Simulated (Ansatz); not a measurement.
Starting structure of a cell relaxation (symmetry kept):

```cif
data_structure
_symmetry_space_group_name_H-M 'P 1'
_symmetry_Int_Tables_number 1
_cell_length_a 7.4257
_cell_length_b 7.4257
_cell_length_c 7.4257
_cell_angle_alpha 131.108
_cell_angle_beta 131.108
_cell_angle_gamma 71.642
_cell_volume 227.45
loop_
_atom_site_label
_atom_site_type_symbol
_atom_site_fract_x
_atom_site_fract_y
_atom_site_fract_z
_atom_site_occupancy
Cd1 Cd 0.00000 0.00000 0.00000 1
Cd2 Cd 0.75000 0.25000 0.50000 1
Sn1 Sn 0.25000 0.75000 0.50000 1
Sn2 Sn 0.50000 0.50000 0.00000 1
As1 As 0.62036 0.62500 0.49536 1
As2 As 0.37500 0.87036 0.99536 1
As3 As 0.12964 0.12500 0.50464 1
As4 As 0.87500 0.37964 0.00464 1
```

Level of theory: DFT r2SCAN, scalar-relativistic, plane waves, PAW in Ansatz 0.2.0.

Cutoff 500 eV; k points 8×8×8 on the computed 8-atom cell (Γ-centred); Gaussian smearing, width 0.01 eV; no spin polarisation.

Problem. What does it relax to?

Solution. The volume goes down by 0.06 Å³/atom to 28.37 Å³/atom, and the energy changes by under 0.1 meV/atom. Final structure:
```xyz
8
Lattice="-3.0713 3.0713 6.0147 3.0713 -3.0713 6.0147 3.0713 3.0713 -6.0147" Properties=species:S:1:pos:R:3 pbc="T T T"
Cd    0.0000    0.0000    0.0000
Cd    0.0000    3.0713    3.0073
Sn    3.0713    0.0000    3.0073
Sn    0.0000    0.0000    6.0147
As    1.5357    1.5079    4.5110
As    4.5793    1.5357    1.5037
As    1.5357    1.5634   -1.5037
As   -1.5079    1.5357    7.5183
```

Cost: 1 run of about 24 core-minutes, on Intel Xeon Processor @ 2.50GHz (Skylake/Cascade Lake) (shared hosts).